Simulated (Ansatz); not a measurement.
LaPd2:
Space group I4/mmm (No. 139); a = b = 3.9690 Å, c = 8.8634 Å, α = β = γ = 90.00°

| atom | site | symmetry | x | y | z |
|---|---|---|---|---|---|
| La | 2a | 4/mmm | 0.0000 | 0.0000 | 0.0000 |
| Pd | 4d | -4m2 | 0.0000 | 0.5000 | 0.2500 |
(The calculation used a cell of 3 atoms; values per cell refer to that cell.)

Relaxed at zero pressure with r²SCAN in the plane-wave PAW code Ansatz.

Task: The volume is lowered by 6 % and shape and atoms relax at that volume. What pressure results, and how do the axes share the change?

Result: 6.0 GPa; a -2.4 %, b -2.4 %, c -1.4 %; the energy rises by 24 meV/atom.

Task: Give the new structure.

Result: 
Space group I4/mmm (No. 139); a = 3.875 Å, b = 3.875 Å, c = 8.742 Å, α = 90.00°, β = 90.00°, γ = 90.00°

```csv
atom,site,symmetry,x,y,z
La,2a,4/mmm,0.0000,0.0000,0.0000
Pd,4d,-4m2,0.0000,0.5000,0.2500
```

The phase is kept; no other phase was compared at this pressure.

The workflow started from an entry of the Crystallography Open Database (COD). Whether it is the stable phase at ambient conditions was not checked. The cell was relaxed with r²SCAN under the symmetry of its start; its stability against distortions is not shown here. The run is not spin-polarised. The volume moved by -19 % from the start of the relaxation. The volume fell by over 15 % from the filed cell, which may lack light atoms or belong to other conditions. Axis ratios of metals converge slowly with the k-mesh, so a and c are less sure than the volume. Scalar-relativistic: spin–orbit coupling is off unless named, which matters more the heavier the elements.

Potentials: the later of the program's two PAW sets.
